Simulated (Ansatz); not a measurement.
Starting cell, TiAl (CuAu type, space group P4/mmm):

```xyz
2
Lattice="2.8241 0.0000 0.0000 0.0000 2.8241 0.0000 0.0000 0.0000 4.0706" Properties=species:S:1:pos:R:3 pbc="T T T"
Al     1.4120     1.4120     2.0353
Ti     0.0000     0.0000     0.0000
```

In this cell atom 2 (Ti, nearest neighbour Ti at 2.824 Å; its periodic images, 2.8 Å or more away, move with it) is moved by s along Cartesian [111], unit vector (0.577, 0.577, 0.577); all other atoms and the cell stay fixed.

All values below come from PBE (plane waves to 420 eV, PAW, scalar-relativistic; Ansatz, a quantum-chemistry and plane-wave program). k mesh 13×13×9 (Γ-centred), Fermi-Dirac smearing 0.05 eV. Compression counts positive. With partly filled bands, energies and forces of such displacements shift with the k mesh and the smearing. F⊥ is the part of the force across the line. The PAW data are Ansatz's earlier set. TiAl is run without spin polarisation. TiAl was relaxed with its symmetry unable to fall. 

| s (Å) | |F⊥| (eV/Å) | P (GPa) |
|---|---|---|
| -0.560 | 0.796 | 10.7 |
| -0.448 | (withheld) | (withheld) |
| -0.336 | 0.301 | 3.7 |
| -0.224 | 0.159 | 1.6 |
| -0.112 | (withheld) | 0.4 |
| 0.000 | 0.000 | 0.0 |
| 0.112 | (withheld) | 0.4 |
| 0.224 | 0.159 | 1.6 |
| 0.336 | 0.301 | 3.7 |
| 0.448 | (withheld) | (withheld) |
| 0.560 | 0.796 | 10.7 |

**Question.** Fill in the missing entries.

**Answer.** 
- -0.448, |F⊥| (eV/Å): 0.511
- -0.448, P (GPa): 6.7
- -0.112, |F⊥| (eV/Å): 0.068
- 0.112, |F⊥| (eV/Å): 0.068
- 0.448, |F⊥| (eV/Å): 0.511
- 0.448, P (GPa): 6.7

(For displaced atoms, the force is minus the slope of the energy, and its curvature is a force constant, which sets phonon frequencies.)
